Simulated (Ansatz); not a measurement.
GaN:
```
GaN
1.0
    3.21837     0.00000     0.00000
   -1.60918     2.78719     0.00000
    0.00000     0.00000     5.24314
Ga N
2 2
Direct
  0.66667   0.33333   0.00096
  0.33333   0.66667   0.50096
  0.66667   0.33333   0.62424
  0.33333   0.66667   0.12424
```

This is the PBE-relaxed structure. Tensor components refer to the Cartesian frame of this cell.

Q: All from the program Ansatz at the PBE level (PAW), unless another level is named. Give the formation energy from the elements (no fitted shifts).

A: -0.44 eV/atom.

Q: Predict the hole effective mass, band 2 of 2 at the edge.

A: 0.16 along x, 2.1 along z (mₑ).

Q: What about the weight of the valence-edge state by species (Voronoi cells)?

A: N 87 %, Ga 13 %.

Q: What about the weight of the conduction-edge state by species (Voronoi cells)?

A: N 52 %, Ga 48 %.

Space group P6_3mc (wurtzite). The cell was relaxed with PBE under the symmetry of its start. The references are the lowest solids computed at this level, not always the standard phases (solids in place of the gases). Spin–orbit coupling is left out wherever it is not named.

Potentials: the later of the program's two PAW sets.

Edges and masses are those of Kohn–Sham bands, whose gap is no quasiparticle gap.
